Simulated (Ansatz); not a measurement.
The relaxed structure here is a generated cell of TiTe2: the first start was made by placing the elements on the sites of a structure type, and the end was not matched to a known phase here, so it may be hypothetical. Known forms of TiTe2 include space group No. 164.

The end point of a relaxation of TiTe₂. Space group P4/nmm (No. 129). These are r2SCAN (plane waves to 500 eV, PAW, scalar-relativistic; Ansatz, a program for electronic structure) values and carry that method's errors.

```cif
data_Te4Ti2
_chemical_formula_sum 'Te4 Ti2'
_space_group_name_H-M_alt 'P 1'
_space_group_IT_number 1
_cell_length_a 4.53230
_cell_length_b 4.53230
_cell_length_c 7.39060
_cell_angle_alpha 90.000
_cell_angle_beta 90.000
_cell_angle_gamma 90.000
loop_
_space_group_symop_operation_xyz
  'x, y, z'
loop_
_atom_site_label
_atom_site_type_symbol
_atom_site_fract_x
_atom_site_fract_y
_atom_site_fract_z
_atom_site_occupancy
Te1 Te 0.00000 0.00000 0.00000 1
Te2 Te 0.50000 0.50000 0.00000 1
Te3 Te 0.50000 0.00000 0.38059 1
Te4 Te 0.00000 0.50000 0.61941 1
Ti1 Ti 0.50000 0.00000 0.76436 1
Ti2 Ti 0.00000 0.50000 0.23564 1
```

Problem. What band gap does r2SCAN give?

Solution. No clear gap: the sampled points leave 0.16 eV away from the symmetry points, which may be a band crossing missed between them.

Problem. Predict the smallest direct gap from r2SCAN.

Solution. 0.33 eV at 54 % of the way from M to Γ.

No spin polarisation in the result. Without spin-orbit coupling the bands of the heavy element are not split, so the gap can be far off.

The run could not lose the symmetry of its start: the end is stationary, and may be a saddle point rather than a minimum.
